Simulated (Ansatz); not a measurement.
FeCo:
```yaml
crystal:
  lattice:
    - [2.84500, 0.00000, 0.00000]
    - [0.00000, 2.84500, 0.00000]
    - [0.00000, 0.00000, 2.84500]
  atoms:
    - { symbol: Fe, position: [0.00000, 0.00000, 0.00000], spin: 2.9 }
    - { symbol: Co, position: [0.50000, 0.50000, 0.50000], spin: 1.8 }
```

Relaxed with PBE. Special points in fractions of this cell's reciprocal vectors: Γ (0.000, 0.000, 0.000); X (0.000, 0.500, 0.000); M (0.500, 0.500, 0.000); R (0.500, 0.500, 0.500).

Problem. List the band energies nearest the Fermi level at these points for PBE (plane waves, PAW; program Ansatz).

Solution. In eV from the Fermi level; about four levels below and three above (degenerate sets whole), none deeper than 8.9 eV; … stands for higher levels left out; points with the same levels are listed once.

```csv
k,below,above
Γ ↑,-2.04 -2.04 -0.92 -0.92 -0.92,8.95 8.95 8.95
X ↑,-2.10 -2.00 -0.95 -0.66,15.83 15.83 …
M ↑,-0.67 -0.67 -0.27 -0.27,5.99 6.18 …
R ↑,-1.94 -1.94 -1.73 -1.73,7.53 7.53 7.53
Γ ↓,-3.56 -3.56 -1.20 -1.20 -1.20,0.81 0.81 1.52 1.52 1.52
X ↓,-1.17 -1.17 -0.41 -0.32 -0.32,0.66 1.19 2.08
M ↓,-2.34 -2.34 -0.18 -0.18,0.51 0.59 0.79
R ↓,-2.69 -2.69 -2.69 -2.29 -2.29 -2.29,0.63 0.63 1.52 1.52
```

Space group Pm-3m (CsCl type). The PBE relaxation kept the symmetry of its start. Spin order of the final state: ferromagnetic, chosen from 4 collinear starts compared on coarse meshes (ties went to the first, and starts can fall back to one state), not a proven ground state. Textbook magnetic order: ferromagnetic.

Potentials: the earlier of the program's two PAW sets.
